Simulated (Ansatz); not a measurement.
Starting cell, TiO$_{2}$ (rutile):

```yaml
crystal:
  lattice:
    - [4.59117, 0.00000, 0.00000]
    - [0.00000, 4.59117, 0.00000]
    - [0.00000, 0.00000, 2.93906]
  atoms:
    - { symbol: Ti, position: [0.00000, 0.00000, 0.00000] }
    - { symbol: Ti, position: [0.50000, 0.50000, 0.50000] }
    - { symbol: O, position: [0.30444, 0.30444, 0.00000] }
    - { symbol: O, position: [0.80444, 0.19556, 0.50000] }
    - { symbol: O, position: [0.19556, 0.80444, 0.50000] }
    - { symbol: O, position: [0.69556, 0.69556, 0.00000] }
```

In each cell atom 1 (Ti, nearest neighbour O at 1.942 Å; its periodic images, 2.9 Å or more away, move with it) moves by s·(0.000, 0.000, 1.000) (along Cartesian z), the rest being held.

Computed with PBEsol (plane waves to 420 eV, PAW, scalar-relativistic; Ansatz, a quantum-chemistry and plane-wave program). k mesh 6×6×9 (Γ-centred), Fermi-Dirac smearing 0.05 eV. E stands for the smeared free energy. TiO2 is run without spin polarisation. TiO2 was relaxed with its symmetry unable to fall. ΔE is measured from the undisplaced structure.

| s (Å) | ΔE (meV/cell) |
|---|---|
| -0.190 | 51.6 |
| -0.152 | withheld |
| -0.114 | 9.6 |
| -0.076 | 2.9 |
| -0.038 | 0.5 |
| 0.000 | 0.0 |
| 0.038 | 0.5 |
| 0.076 | 2.9 |
| 0.114 | 9.6 |
| 0.152 | withheld |
| 0.190 | 51.6 |

Problem. Fit an even polynomial form (powers 2, 4) to the given rows and predict ΔE at s = 0.152.

Solution. Least squares on the 9 given rows: ΔE = (343.0)·s² + (30100)·s⁴, in meV/cell with s in Å; root-mean-square residual 0.06 meV/cell. At 0.152 the fit gives 24.0 meV/cell; the calculation gives 24.3 meV/cell, so the interpolation is off by -0.3 (-1.2 %). The quadratic term alone would give 7.9 meV/cell.

(For displaced atoms, the force is minus the slope of the energy, and its curvature is a force constant, which sets phonon frequencies.)
